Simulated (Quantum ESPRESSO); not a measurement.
## Au4Hf2ZrTi (input and log of a self-consistent run)

Simulated, not a measurement. The program is pw.x of Quantum ESPRESSO 7.5 (plane-wave density functional theory). The cell is made up: eight metal atoms on a hexagonal close-packed lattice, with elements, volume, strain and displacements drawn at random and not relaxed, so it may be unstable or far from any real phase. PseudoDojo standard norm-conserving files set the functional (PBE unless stated); there is no spin polarisation or spin-orbit coupling, the Fermi-Dirac width of 0.25 eV means electrons at about 2900 K, and the masses in the input are unused placeholders. Heavy elements are run without spin-orbit coupling, which real alloys of them have. A spin test at this wide smearing found no moment, but such smearing suppresses magnetism that the real alloy may have.

Input:

```
&control calculation='scf', pseudo_dir='./dojo.nc.sr.pbe.v0_5.standard.upf', outdir='./o', disk_io='minimal', tprnfor=.true., tstress=.true. /
&system ibrav=0, nat=8, ntyp=4, nbnd=75, ecutwfc=84.00895049, nosym=.true., tot_charge=0,
 occupations='smearing', smearing='fd', degauss=0.0183746611
/
&electrons conv_thr=1.470e-08, electron_maxstep=70, mixing_beta=0.5 /
ATOMIC_SPECIES
Au 1.0 Au.upf
Hf 1.0 Hf.upf
Ti 1.0 Ti.upf
Zr 1.0 Zr.upf
CELL_PARAMETERS angstrom
4.4318 -2.4246 -0.058
-2.9204 -0.0489 -4.6831
3.0793 5.0652 -0.046
ATOMIC_POSITIONS angstrom
Au -0.0606 -0.0179 -0.0717
Hf 1.5306 2.5325 -0.0211
Hf 0.0755 1.6018 -2.4664
Zr 1.7046 4.2373 -2.3712
Au 2.952 0.0633 -0.0748
Au 4.5329 2.6472 -0.0426
Ti 1.4789 -0.8524 -2.3706
Au 3.0335 1.713 -2.4838
K_POINTS automatic
5 5 4 1 1 1
```

The log is shortened where brackets say so; the opening notice, blank lines, dates and the lines on written files are dropped, and the path of the files is cut. It prints rydbergs, bohrs and kilobars, and counts compression as positive stress. Its total energy is the free energy E - TS of the whole cell.

```
     Program PWSCF v.7.5
     Parallel version (MPI & OpenMP), running on       4 processor cores
     Number of MPI processes:                 4
     Threads/MPI process:                     1
     [start-up lines left out]
     bravais-lattice index     =            0
     lattice parameter (alat)  =       9.5469  a.u.
     unit-cell volume          =     953.3728 (a.u.)^3
     number of atoms/cell      =            8
     number of atomic types    =            4
     number of electrons       =       124.00
     number of Kohn-Sham states=           75
     kinetic-energy cutoff     =      84.0090  Ry
     charge density cutoff     =     336.0358  Ry
     scf convergence threshold =      1.5E-08
     mixing beta               =       0.5000
     number of iterations used =            8  plain     mixing
     Exchange-correlation= PBE
                           (   1   4   3   4   0   0   0)
     [axes and pseudopotential details left out]
   Cartesian axes
     site n.     atom                  positions (alat units)
         1        Au     tau(   1) = (  -0.0119952  -0.0035431  -0.0141923  )
         2        Hf     tau(   2) = (   0.3029680   0.5012847  -0.0041765  )
         3        Hf     tau(   3) = (   0.0149445   0.3170613  -0.4882008  )
         4        Zr     tau(   4) = (   0.3374096   0.8387339  -0.4693569  )
         5        Au     tau(   5) = (   0.5843208   0.0125296  -0.0148060  )
         6        Au     tau(   6) = (   0.8972452   0.5239885  -0.0084323  )
         7        Ti     tau(   7) = (   0.2927344  -0.1687246  -0.4692381  )
         8        Au     tau(   8) = (   0.6004530   0.3390723  -0.4916450  )
     number of k points=    50  Fermi-Dirac smearing, width (Ry)=  0.0184
                       cart. coord. in units 2pi/alat
        k(    1) = (   0.1341274   0.0413911  -0.1919522), wk =   0.0400000
        k(    2) = (   0.2356128   0.2284518  -0.2571922), wk =   0.0400000
     [further k points left out]
     Dense  grid:    99183 G-vectors     FFT dimensions: (  60,  64,  72)
     Estimated max dynamical RAM per process >     377.89 MB
     Estimated total dynamical RAM >       1.41 GB
     Initial potential from superposition of free atoms
     starting charge     123.9919, renormalised to     124.0000
     Starting wfcs are   80 randomized atomic wfcs
     total cpu time spent up to now is        6.6 secs
     per-process dynamical memory:   300.0 Mb
     Self-consistent Calculation
     iteration #  1     ecut=    84.01 Ry     beta= 0.50
     Davidson diagonalization with overlap
     ethr =  1.00E-02,  avg # of iterations =  2.6
     total cpu time spent up to now is       21.5 secs
     total energy              =   -1628.43082229 Ry
     estimated scf accuracy    <       5.10715010 Ry
     iteration #  2     ecut=    84.01 Ry     beta= 0.50
     Davidson diagonalization with overlap
     ethr =  4.12E-03,  avg # of iterations =  3.3
     total cpu time spent up to now is       37.9 secs
     total energy              =   -1630.37259133 Ry
     estimated scf accuracy    <      12.17133291 Ry
     iteration #  3     ecut=    84.01 Ry     beta= 0.50
     Davidson diagonalization with overlap
     ethr =  4.12E-03,  avg # of iterations =  4.3
     total cpu time spent up to now is       52.2 secs
     total energy              =   -1631.24946801 Ry
     estimated scf accuracy    <       1.28432371 Ry
     iteration #  4     ecut=    84.01 Ry     beta= 0.50
     Davidson diagonalization with overlap
     ethr =  1.04E-03,  avg # of iterations =  6.3
     total cpu time spent up to now is       68.8 secs
     total energy              =   -1631.34222053 Ry
     estimated scf accuracy    <       0.29255796 Ry
     iteration #  5     ecut=    84.01 Ry     beta= 0.50
     Davidson diagonalization with overlap
     ethr =  2.36E-04,  avg # of iterations =  3.0
     total cpu time spent up to now is       82.4 secs
     total energy              =   -1631.31717378 Ry
     estimated scf accuracy    <       0.37435723 Ry
     [iterations 6 to 10 left out]
     iteration # 11     ecut=    84.01 Ry     beta= 0.50
     Davidson diagonalization with overlap
     ethr =  7.25E-08,  avg # of iterations =  3.2
     total cpu time spent up to now is      166.4 secs
     total energy              =   -1631.37160059 Ry
     estimated scf accuracy    <       0.00002031 Ry
     iteration # 12     ecut=    84.01 Ry     beta= 0.50
     Davidson diagonalization with overlap
     ethr =  1.64E-08,  avg # of iterations =  2.1
     total cpu time spent up to now is      179.0 secs
     total energy              =   -1631.37160223 Ry
     estimated scf accuracy    <       0.00000047 Ry
     iteration # 13     ecut=    84.01 Ry     beta= 0.50
     Davidson diagonalization with overlap
     ethr =  3.77E-10,  avg # of iterations =  5.4
     total cpu time spent up to now is      196.1 secs
     total energy              =   -1631.37160240 Ry
     estimated scf accuracy    <       0.00000014 Ry
     iteration # 14     ecut=    84.01 Ry     beta= 0.50
     Davidson diagonalization with overlap
     ethr =  1.12E-10,  avg # of iterations =  2.0
     total cpu time spent up to now is      209.6 secs
     total energy              =   -1631.37160242 Ry
     estimated scf accuracy    <       0.00000002 Ry
     iteration # 15     ecut=    84.01 Ry     beta= 0.50
     Davidson diagonalization with overlap
     ethr =  1.77E-11,  avg # of iterations =  2.2
     total cpu time spent up to now is      222.9 secs
     End of self-consistent calculation
     [lines on levels left out]
!    total energy              =   -1631.37160242 Ry
     estimated scf accuracy    <          4.2E-09 Ry
     smearing contrib. (-TS)   =      -0.10895029 Ry
     internal energy E=F+TS    =   -1631.26265212 Ry
     The total energy is F=E-TS. E is the sum of the following terms:
     one-electron contribution =    -478.89551657 Ry
     hartree contribution      =     302.57915686 Ry
     xc contribution           =    -303.45075955 Ry
     ewald contribution        =   -1151.49553287 Ry
     convergence has been achieved in  15 iterations
     Forces acting on atoms (cartesian axes, Ry/au):
     atom    1 type  1   force =     0.02325972    0.01971010    0.03072163
     atom    2 type  2   force =    -0.00646019   -0.01178371   -0.00518183
     atom    3 type  2   force =     0.01278012    0.03939779    0.03236247
     atom    4 type  4   force =    -0.05665901   -0.00422410   -0.04942032
     atom    5 type  1   force =     0.02018060   -0.00897646   -0.01369541
     atom    6 type  1   force =    -0.02074502   -0.01067121   -0.03246096
     atom    7 type  3   force =     0.00487752   -0.00960949    0.01128763
     atom    8 type  1   force =     0.02276625   -0.01384292    0.02638679
     Total force =     0.120155     Total SCF correction =     0.000400
     Computing stress (Cartesian axis) and pressure
          total   stress  (Ry/bohr**3)                   (kbar)     P=      135.66
   0.00066581  -0.00001492   0.00020555           97.94       -2.19       30.24
  -0.00001492   0.00101458   0.00001621           -2.19      149.25        2.38
   0.00020555   0.00001621   0.00108618           30.24        2.38      159.78
     init_run     :      6.33s CPU      6.51s WALL (       1 calls)
     electrons    :    212.85s CPU    216.27s WALL (       1 calls)
     forces       :      2.16s CPU      2.18s WALL (       1 calls)
     stress       :      7.68s CPU      7.68s WALL (       1 calls)
     [timing details left out]
     PWSCF        :   3m49.12s CPU   3m52.80s WALL
     JOB DONE.
```

In other units: free energy -22195.941 eV for the cell, pressure 13.57 GPa, largest force component 1.457 eV/Å in size. The run took 234 s of wall time with four MPI processes on a shared machine (AMD EPYC, Zen 5, virtual cores), so the time is rough. A rerun of this cell at a higher cutoff and on a denser mesh moved values by no more than 0.005 eV in energy, 0.03 GPa in stress and 0.005 eV/Å in force, and a second program with other atomic files agreed on that cell to 2 % rms in force and 0.5 GPa in pressure.